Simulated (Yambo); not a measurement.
Yambo run on CaI2 (CdI2 type, space group P-3m1, No. 164). The wavefunctions are norm-conserving PBEsol (Quantum ESPRESSO, 70 Ry, scalar-relativistic) ones on a 3×3×2 mesh (12 occupied bands); a = 4.432 Å, b = 4.432 Å, c = 6.920 Å, α = 90.00°, β = 90.00°, γ = 120.00°.

Yambo input:

```
rim_cut
gw0
dyson
el_el_corr
HF_and_locXC
ppa
em1d
RandQpts= 1000000
RandGvec= 1 Ry
EXXRLvcs= 70 Ry
VXCRLvcs= 280 Ry
Chimod= "HARTREE"
% BndsRnXp
 1 | 224 |
%
NGsBlkXp= 8 Ry
% LongDrXp
 1.0 | 1.0 | 1.0 |
%
PPAPntXp= 27.2114 eV
% GbndRnge
 1 | 139 |
%
GTermKind= "none"
DysSolver= "n"
ExtendOut
% QPkrange
 1 | 1 | 12 | 13 |
 3 | 3 | 13 | 13 |
%
```

k points by index: 1 = Γ, 3 = (0, 0.333, 0).

Table of the .qp output:

```
#    K-point    Band    Eo [eV]    E [eV]    E-Eo [eV]    Vxc [eV]    Vnlxc [eV]    Sc|Eo [eV]    Sc|E [eV]    dSc/dw|Eo [eV]    Re(Z)    Im(Z)
#
    1    12    0.000000    -1.108037    -1.108037    -11.54061    -14.29677    1.387438    1.648130    -6.401494    0.809550    -0.001409
    1    13    4.069868    4.797637    0.727769    -8.228340    -3.876736    -3.480007    -3.623835    -5.376769    0.835007    -0.001255
    3    13    3.539212    4.788032    1.248820    -10.53321    -5.335649    -3.677507    -3.948741    -5.909379    0.821579    -0.001368
```
(The two width columns are left out.) Convergence of these settings isn't established.

Spin-orbit coupling is not included.

Geometry relaxed with PBE+D3(BJ).
